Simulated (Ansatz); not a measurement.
SnTe:
Space group Fm-3m (No. 225); a = 6.376 Å, b = 6.376 Å, c = 6.376 Å, α = 90.00°, β = 90.00°, γ = 90.00°

```
atom  site  symmetry       x       y       z
----  ----  --------  ------  ------  ------
Sn      4a      m-3m  0.0000  0.0000  0.0000
Te      4b      m-3m  0.5000  0.5000  0.5000
```
(The calculation used a cell of 2 atoms; values per cell refer to that cell.)

Relaxed with r²SCAN. r²SCAN (plane waves, PAW; program Ansatz) gives a gap of 0.14 eV.

**Question.** What gap does HSE06 give on the same cell (Ansatz, PAW)?

**Answer.** 0.25 eV, 0.11 eV more. The hybrid was solved on a coarser mesh and at special points; its gap is the smallest among all of these.

| k | v1 r²SCAN | c1 r²SCAN | v1 HSE06 | c1 HSE06 |
|---|---|---|---|---|
| Γ | -2.39 | 3.36 | … | … |
| X | -3.94 | 2.46 | … | … |
| L | 0.00 | 0.14 | 0.00 | 0.25 |
| W | -1.02 | 0.84 | … | … |
| K | -2.85 | 2.98 | … | … |

**Question.** Top valence (v1) and lowest conduction level (c1) in eV from each method's valence maximum (which need not be a listed point): supply the withheld HSE06 values.

**Answer.** 
- K, v1 HSE06: -2.98
- K, c1 HSE06: 3.35
- Γ, v1 HSE06: -2.44
- Γ, c1 HSE06: 3.78
- X, v1 HSE06: -4.13
- X, c1 HSE06: 2.54
- W, v1 HSE06: -1.03
- W, c1 HSE06: 1.10

Cost on shared cores: the r²SCAN run (SCF on a 8×8×8 mesh, then bands and DOS) very roughly 26 core-seconds, the HSE06 run (SCF on 6×6×6, then a few points) around 120 core-seconds (rough); the tasks are unlike.

The cell was relaxed with r²SCAN under the symmetry of its start. At this level the phase is dynamically unstable (imaginary phonons). Scalar-relativistic: spin–orbit coupling is off unless named, which matters more the heavier the elements.

Potentials: the earlier of the program's two PAW sets.
